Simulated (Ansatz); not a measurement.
Relaxed-ion elastic tensor of GaN (zinc blende, space group No. 216) in GPa (Voigt order), LDA in the plane-wave PAW code Ansatz; density 6.29 g/cm³, 11.05 Å³ per atom.

```
     1    2    3    4    5    6
-  ---  ---  ---  ---  ---  ---
1  289  159  159  0.0  0.0  0.0
2  159  289  159  0.0  0.0  0.0
3  159  159  289  0.0  0.0  0.0
4  0.0  0.0  0.0  161  0.0  0.0
5  0.0  0.0  0.0  0.0  161  0.0
6  0.0  0.0  0.0  0.0  0.0  161
```

Is the crystal mechanically stable?

Yes: the smallest eigenvalue of C is 131 GPa.

Work out the Voigt, Reuss and Hill averages.

K_V = 202, K_R = 202, K_H = 202; G_V = 123, G_R = 102, G_H = 112 GPa.

Give Young's modulus, Poisson's ratio, Pugh's ratio and the universal anisotropy index.

E = 9KG/(3K + G) = 284 GPa; ν = 0.27; K/G = 1.80 (near the Pugh limit of 1.75, no verdict); A_U = 5G_V/G_R + K_V/K_R − 6 = 1.05.

Estimate the sound speeds and the Debye temperature.

v_l = √((K + 4G/3)/ρ) = 7480 m/s, v_t = √(G/ρ) = 4220 m/s, mean 4700 m/s; Θ = (h/k)(3n/4πV)^(1/3) v_m = 628 K.

Give the Zener ratio and Young's modulus along [100], [110] and [111].

A = 2C44/(C11 − C12) = 2.47; 1/E = S11 − 2(S11 − S12 − S44/2)Γ with Γ = 0, 1/4, 1/3 gives 177, 296, 382 GPa.

Space group F-43m (zinc blende). Symmetry was held in the LDA relaxation; phonons on a q-mesh show no instability.

Potentials: the earlier of the program's two PAW sets.
